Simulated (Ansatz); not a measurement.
Sr$_{2}$ZnWO$_{6}$ in space group I4/m (No. 87; Pearson symbol tI20) under volume change, r²SCAN (plane waves, PAW; program Ansatz), shape and atoms relaxed at each volume.

| V (Å³/atom) | E − E(relaxed) (meV/atom) | P (GPa) |
|---|---|---|
| 11.357 | 56.8 | 17.72 |
| 11.732 | 23.7 | 10.77 |
| 12.106 | 5.6 | 4.91 |
| 12.480 | 0.0 | -0.01 |
| 12.855 | 5.0 | -4.14 |
| 13.229 | [?] | [?] |
| 13.604 | [?] | [?] |

### Question
What belongs in the gaps?

### Answer

- 13.229, E − E(relaxed) (meV/atom): 18.9
- 13.229, P (GPa): -7.62
- 13.604, E − E(relaxed) (meV/atom): 40.1
- 13.604, P (GPa): -10.51

### Question
What does a third-order Birch–Murnaghan fit give for V₀, B₀ and B′?

### Answer
V₀ = 12.48 Å³/atom, B₀ = 150 GPa, B′ = 4.8.

The workflow started from a Materials Project entry (that database holds measured and hypothetical structures alike); the Crystallography Open Database copy checked does not list it. COD files the formula under space group No. 14, 225, so this cell is another polymorph or a model. With Zn and W taken as one species the cell has the higher symmetry I4/mcm, so it may be an ordered model of a mixed-site phase. Its standing as an ambient phase is unchecked. The cell was relaxed with r²SCAN under the symmetry of its start; whether a distortion lowers the energy is not shown. The run is not spin-polarised. No Hubbard U is applied. Spin–orbit coupling is left out wherever it is not named.

Potentials: the later of the program's two PAW sets.
